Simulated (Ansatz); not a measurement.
SrRh₂:
```
SrRh2
1.0
    0.00000     3.81126     3.81126
    3.81126     0.00000     3.81126
    3.81126     3.81126     0.00000
Rh Sr
4 2
Direct
  0.12500   0.12500   0.12500
  0.62500   0.12500   0.12500
  0.12500   0.12500   0.62500
  0.12500   0.62500   0.12500
  0.50000   0.50000   0.50000
  0.75000   0.75000   0.75000
```

Relaxed with PBEsol.

Q: Map the valence electron density (e/Å³), cut off at 2 on the plane through (0.125, 0.125, 0.125) spanned by u = [1, 0, 0] and v = [-1, 1, 1] in lattice vectors, from the program Ansatz at the PBEsol level (PAW).

A: x is the fraction of u, y of v (the angle between them is 90°; rows are the nearest grid lines); atoms in the plane: Rh at (0.00, 0.00), Rh at (0.50, 0.00), Sr at (0.75, 0.38), Sr at (0.25, 0.62).
```
|9999931125999999995211399999|
|9999521113999999993111259999|
|9997311012499999942111137999|
|3221100000112322111111111223|
|0000000000000000011111110000|
|0000000000000000001111110000|
|0001235543100000001111110000|
|0014899999631000000111000000|
|0126999999941000000000000000|
|0137999799951000000000000000|
|0013799999520000000000000000|
|0001357764210000000111000000|
|0000001110000000124677531000|
|0000000000000000259999973100|
|0000000000000001599979997310|
|0000000000000001499999996210|
|0000001110000001369999984100|
|0000111111000000013455321000|
|0000111111000000000000000000|
|0000111111100000000000000000|
|3221111111112232110000011223|
|9997311112499999942101137999|
|9999521113999999993111259999|
|9999931125999999995211399999|
```
Scale: ten equal steps from 0.070 (start of '0') to 2.00 (end of '9'), in the order '0123456789'; x runs from 0.000 to 1.00, y from 0.000 (bottom) to 1.00 (top).

The density is the valence pseudo-density with augmentation charge, so density and ELF within about 1 Å of a nucleus are not all-electron values.

Space group Fd-3m (cubic Laves (MgCu2 type)). The workflow started from an entry of the Crystallography Open Database (COD). Whether it is the stable phase at ambient conditions was not checked. Symmetry was held in the PBEsol relaxation; its stability against distortions is not shown here. The run is not spin-polarised.

Potentials: the later of the program's two PAW sets.
